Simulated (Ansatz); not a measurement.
Ca:
```
Ca
1.0
    0.00000     2.71740     2.71740
    2.71740     0.00000     2.71740
    2.71740     2.71740     0.00000
Ca
1
Direct
  0.00000   0.00000   0.00000
```

Relaxed with PBE+D3(BJ). Special points in fractions of this cell's reciprocal vectors: Γ (0.000, 0.000, 0.000); X (0.500, 0.000, 0.500); U (0.625, 0.250, 0.625); K (0.375, 0.375, 0.750); L (0.500, 0.500, 0.500); W (0.500, 0.250, 0.750).

List the band energies nearest the Fermi level at these points for plane-wave PAW PBE+D3(BJ) (Ansatz code).

In eV from the Fermi level; about four levels below and three above (degenerate sets whole), none deeper than 8.9 eV; points with the same levels are listed once.

```tsv
k	below	above
Γ	-4.11	2.40 2.40 2.40
X	-0.51	0.55 1.06 4.25
U	0.00	0.41 0.88 3.38
L	-1.01 -0.13	2.27 2.27 4.26 4.26
W	–	0.17 0.72 0.72
```

Space group Fm-3m (fcc (Cu type)). The cell was relaxed with PBE+D3(BJ) under the symmetry of its start. The pairwise dispersion correction was not fitted to metals.

Potentials: the earlier of the program's two PAW sets.
